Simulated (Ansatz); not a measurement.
An Ansatz (an electronic-structure program) run. Input:

Ansatz 0.2 input:
```yaml
crystal:
  lattice:
    - [4.7895745725, 0.0, 0.0]
    - [0.0, 4.7895745725, 0.0]
    - [0.0, 0.0, 3.1860570391]
  atoms:
    - { symbol: Hf, position: [0.0, 0.0, 0.0] }
    - { symbol: Hf, position: [0.5, 0.5, 0.5] }
    - { symbol: O, position: [0.1951098893, 0.8048901107, 0.5] }
    - { symbol: O, position: [0.8048901107, 0.1951098893, 0.5] }
    - { symbol: O, position: [0.6951098893, 0.6951098893, 0.0] }
    - { symbol: O, position: [0.3048901107, 0.3048901107, 0.0] }
kpoints:
  mp_grid: { grid: [6, 6, 9] }
hamiltonian:
  xc: lda
  pseudopotentials: { azcp: { folder: ./paw }, kind: paw }
scf:
  occupations: { method: fixed }
phonons:
  method: dfpt
  response_accuracy: low
  eigenvectors: true
  rigid_motions: translations
  dielectric: true
  raman: true
```

Output (shortened):

```
zone centre: on kpoints.mp_grid the ground state, and the responses unless they are solved on pairs of k-points, stand on 164 of the mesh's 324 k-points, …
Pseudopotentials: kind: paw
Pseudopotential: Hf, paw, valence charge 26
Pseudopotential: O, paw, valence charge 6
Functional definition: SPW92
Crystal: 6 atoms, lattice volume = 73.088 Å³
Basis set: ecut = 420 eV, 1431 PW (Γ), exchange–correlation on 72×72×48 points (8 copies of the dense FFT grid, shifted against one another)
Bands: 46, of which v1, the nominal top of the filled ones, is band 38 counted from 1 (37 counted from 0)
Symmetry: 16 space group operations
k-points: 164 of 324 (irreducible under 1 space group operation, time reversal used)
PAW frozen core: Hf, regenerated for the run's functional, and the local potential with it
PAW frozen core: O, regenerated for the run's functional, and the local potential with it
Initial density: superposition of atomic densities (chi_scale 0.1, normalization cell, long waves kept (reshape's long-wave potential 0.00 eV rms))
Initial wavefunctions: pseudopotential atomic-orbital guess
Eigensolver: davidson
Functional: x = slater, c = lda
all-band conjugate gradients solve this SCF's bands
SCF 1 converged in 12 iterations: F = -33187.140864 eV  dr2 = 3.09e-12
── the response to a field inside a basis, on 8×8×12 k-points: an SCF that follows is theirs, and a resumed run solves both again ──
Crystal: 6 atoms, lattice volume = 73.088 Å³
Bands: 39, of which v1, the nominal top of the filled ones, is band 38 counted from 1 (37 counted from 0)
k-points: 60 of 768
Initial density: handed on by an earlier stage of this run
Initial wavefunctions: pseudopotential atomic-orbital guess (no wavefunctions were taken with the density)
Eigensolver: Dense (60 Hₖ)
all-band conjugate gradients don't solve this SCF's bands (scf.eigensolver.kind)
SCF 1 converged in 8 iterations: F = -33187.095110 eV  dr2 = 4.30e-12
SCF converged after 12 iterations
Free energy (F): -33187.140864 eV
Harris-Foulkes:  -33187.140864 eV  (|F-HF|=0.00e0)
Internal energy: -33187.140864 eV  (E = F + TS)
E sigma→0 (E₀):  -33187.140864 eV
Fermi energy:    11.440693 eV
--- Per-component energies (eV) ---
  E_band       = -190.705425
  E_kinetic    = 1484.091534
  E_local      = -15378.847693  (includes V_loc(G=0)·N_el)
  E_nonlocal   = 375.819535
  E_hartree    = 7262.835075
  E_xc         = -809.532875
  E_vxc        = -870.973519  (∫ρ·V_xc dr)
  E_paw        = -15524.810323  (= ΣΔE_a)
  E_vpaw       = -326.468629  (= ΣTr[D̂ρ^β])
  E_aug_tail   = 0.003154  (compensation charges beyond the density's cutoff)
  E_ewald      = -10602.001132
  E_core_change = 5.301862  (= ΣΔE_core)
  E_smearing   =  0.000000  (= −TS)
  E_closure    =  0.000000  (closes the sum)
  Σ components = -33187.140864   (vs F -33187.140864, Δ=0.00e0)
--- Band table (eV; the first three rows and the last of 164) ---
  k-point 0: bands = ["-48.7363", "-48.7252", "-17.7574", "-17.7574", "-17.4376", "-17.4376", "-17.3222", "-17.2521", "-6.0515", "-5.1984", "-3.9751", "-3.9751", "1.3550", "1.3550", "1.3630", "1.4008", "1.4008", "1.4022", "1.4098", "1.4098", "1.4327", …
  k-point 1: bands = ["-48.7332", "-48.7227", "-17.7347", "-17.7347", "-17.4354", "-17.4354", "-17.4060", "-17.3425", "-5.8900", "-5.0804", "-4.0694", "-4.0694", "1.3592", "1.3592", "1.3674", "1.4019", "1.4029", "1.4029", "1.4102", "1.4102", "1.4302", …
  k-point 2: bands = ["-48.7252", "-48.7166", "-17.6742", "-17.6742", "-17.6107", "-17.5631", "-17.4323", "-17.4323", "-5.4757", "-4.7982", "-4.3045", "-4.3045", "1.3708", "1.3708", "1.3826", "1.3979", "1.4068", "1.4068", "1.4130", "1.4130", "1.4239", …
  k-point 163: bands = ["-48.7075", "-48.7075", "-17.9581", "-17.9581", "-17.5349", "-17.5349", "-17.4588", "-17.4588", "-4.7967", "-4.7967", "-4.4078", "-4.4078", "1.3937", "1.3937", "1.4040", "1.4040", "1.4099", "1.4099", "1.4146", "1.4146", "1.4184", …
  band table: 46 of 46 bands, residual norms ≤ 1.0e-3 eV
--- Phonons (Γ-DFPT): 4 representative perturbations + reference, on 164 of 324 k-points (Σ response iterations 13) ---
  k mesh reduced under 1 symmetry operation, with k and −k counted as one. Each operation leaves every solved perturbation unchanged …
  ASR residual: 1.584e-4 → 0.000e0 eV/Å²; symmetrization residual: 1.806e-4 eV/Å²
  ASR residual per site (eV/Å²): 1.58e-4 1.58e-4 7.75e-5 7.75e-5 7.75e-5 7.75e-5
  Γ frequencies (cm⁻¹): 0.00 0.00 0.00 93.37 114.80 203.10 203.10 220.81 220.81 283.45 383.53 422.42 469.43 469.43 495.85 495.85 645.21 806.34
  ε∞ (high-frequency dielectric tensor):
        4.625669     0.000000     0.000000
        0.000000     4.625669     0.000000
        0.000000     0.000000     5.227948
  ε⁰ (static dielectric tensor: ions relaxed, cell fixed):
       26.474835     0.000000     0.000000
        0.000000    26.474835     0.000000
        0.000000     0.000000    29.655104
  ε⁰ − ε∞ (ionic part):
       21.849166     0.000000     0.000000
        0.000000    21.849166     0.000000
        0.000000     0.000000    24.427156
  softest optical mode at Γ: 93.37 cm⁻¹; the repairs (sum rule, projections) moved no ω² at Γ by more than (7.52 cm⁻¹)²
  Born effective charges Z* (e; rows j = field, columns β = displacement):
    site 0:
         5.36931    0.63387    0.00000
         0.63387    5.36931    0.00000
         0.00000    0.00000    6.28867
    site 1:
         5.36931   -0.63387    0.00000
        -0.63387    5.36931    0.00000
         0.00000    0.00000    6.28867
    site 2:
        -2.68465    1.35820    0.00000
         1.35820   -2.68465    0.00000
         0.00000    0.00000   -3.14434
    site 3:
        -2.68465    1.35820    0.00000
         1.35820   -2.68465    0.00000
         0.00000    0.00000   -3.14434
    site 4:
        -2.68465   -1.35820    0.00000
        -1.35820   -2.68465    0.00000
         0.00000    0.00000   -3.14434
    site 5:
        -2.68465   -1.35820    0.00000
        -1.35820   -2.68465    0.00000
         0.00000    0.00000   -3.14434
  Z* charge neutrality: 5.457e-3 e pre-enforcement
  solved inside a basis spanned on kpoints, on 8×8×12 k-points: ε∞ is read to err by 1.4e-2, Z* by 2.8e-2 e (field_mesh: kpoints solves on kpoints) …
  Raman tensors (in the event stream and the table raman_tensors.tsv) …
  optical modes at Γ without the LO–TO term, one row a degenerate level:
      ω (cm⁻¹)  modes    IR ((D/Å)²/amu)  static Raman (Å⁴/amu)  depolarisation
         93.37      1             0.0000                 0.0000               —
        114.80      1             0.0000                 0.1612           0.750
        203.10      2            39.1449                 0.0000               —
        220.81      2            11.4989                 0.0000               —
        283.45      1            67.2515                 0.0000               —
        383.53      1             0.0000                 0.0000               —
        422.42      1             0.0000                 0.0000               —
        469.43      2            68.8955                 0.0000               —
        495.85      2             0.0000               110.7327           0.750
        645.21      1             0.0000               154.1568           0.504
        806.34      1             0.0000                 4.1806           0.750
  optical modes at Γ + LO–TO along q̂ = [1.0000, 0.0000, 0.0000]:
      ω (cm⁻¹)  modes    IR ((D/Å)²/amu)  static Raman (Å⁴/amu)  depolarisation
         93.37      1             0.0000                 0.0000               —
        114.80      1             0.0000                 0.1612           0.750
        203.10      1            19.5724                 0.0000               —
        216.58      1             0.0110                 0.0000               —
        220.81      1             5.7494                 0.0000               —
        283.45      1            67.2515                 0.0000               —
        316.33      1             2.4579                 0.0000               —
        383.53      1             0.0000                 0.0000               —
        422.42      1             0.0000                 0.0000               —
        469.43      1            34.4478                 0.0000               —
        495.85      2             0.0000               110.7327           0.750
        645.21      1             0.0000               154.1568           0.504
        735.17      1            57.3008                 0.0000               —
        806.34      1             0.0000                 4.1806           0.750
  optical modes at Γ + LO–TO along q̂ = [0.0000, 1.0000, 0.0000]:
      ω (cm⁻¹)  modes    IR ((D/Å)²/amu)  static Raman (Å⁴/amu)  depolarisation
         93.37      1             0.0000                 0.0000               —
        114.80      1             0.0000                 0.1612           0.750
        203.10      1            19.5724                 0.0000               —
        216.58      1             0.0110                 0.0000               —
        220.81      1             5.7494                 0.0000               —
        283.45      1            67.2515                 0.0000               —
        316.33      1             2.4579                 0.0000               —
        383.53      1             0.0000                 0.0000               —
        422.42      1             0.0000                 0.0000               —
        469.43      1            34.4478                 0.0000               —
        495.85      2             0.0000               110.7327           0.750
        645.21      1             0.0000               154.1568           0.504
        735.17      1            57.3008                 0.0000               —
        806.34      1             0.0000                 4.1806           0.750
  optical modes at Γ + LO–TO along q̂ = [0.0000, 0.0000, 1.0000]:
      ω (cm⁻¹)  modes    IR ((D/Å)²/amu)  static Raman (Å⁴/amu)  depolarisation
         93.37      1             0.0000                 0.0000               —
        114.80      1             0.0000                 0.1612           0.750
        203.10      2            39.1449                 0.0000               —
        220.81      2            11.4989                 0.0000               —
        383.53      1             0.0000                 0.0000               —
        422.42      1             0.0000                 0.0000               —
        469.43      2            68.8955                 0.0000               —
        495.85      2             0.0000               110.7327           0.750
        645.21      1             0.0000               154.1568           0.504
        675.08      1            67.2515                 0.0000               —
        806.34      1             0.0000                 4.1806           0.750
```

Cost: about 18 core-minutes (a rough figure) on shared cores.

Space group P4_2/mnm (rutile). The workflow started from a Materials Project entry (that database holds measured and hypothetical structures alike); the Crystallography Open Database copy checked does not list it. It is not the phase usual at ambient conditions (space group No. 14, 29). The LDA relaxation kept the symmetry of its start; whether a distortion lowers the energy is not shown. No spin polarisation was allowed. Scalar-relativistic: spin–orbit coupling is off unless named, which matters more the heavier the elements.

Potentials: the earlier of the program's two PAW sets. The files were generated under PBE; for other functionals the program regenerates the frozen cores, and for LDA and PBEsol the local potential too.

Ansatz is a plane-wave DFT program.
